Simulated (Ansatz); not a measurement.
Here is the system:

Zn3CdS4:
```
CELL_PARAMETERS angstrom
      5.41107     0.00000     0.00000
      0.00000     5.41107     0.00000
      0.00000     0.00000     5.41107
ATOMIC_POSITIONS crystal
  Zn 0.00000 0.50000 0.50000
  Zn 0.50000 0.00000 0.50000
  Zn 0.50000 0.50000 0.00000
  Cd 0.00000 0.00000 0.00000
  S  0.26243 0.26243 0.26243
  S  0.26243 0.73757 0.73757
  S  0.73757 0.73757 0.26243
  S  0.73757 0.26243 0.73757
```

This is the LDA-relaxed structure. x, y and z are the axes in which the lattice vectors are written.

Q: All from DFT-LDA in the program Ansatz with PAW potentials, unless another level is named. Give the Hill bulk and shear moduli.

A: 81.1 and 30.7 GPa.

Q: Give the piezoelectric stress constants (proper, relaxed ions, C/m²).

A: e14 = e25 = e36 = 0.20.

Q: What about the zero-point energy?

A: 39.0 meV/atom.

Space group P-43m. The first step of the workflow began from a Materials Project structure, measured or hypothetical; the Crystallography Open Database copy checked does not list it. With Zn and Cd taken as one species the cell has the higher symmetry F-43m, so it may be an ordered model of a mixed-site phase. Its standing as an ambient phase is unchecked. The LDA relaxation kept the symmetry of its start; phonons on a q-mesh show no instability.

Potentials: the later of the program's two PAW sets.
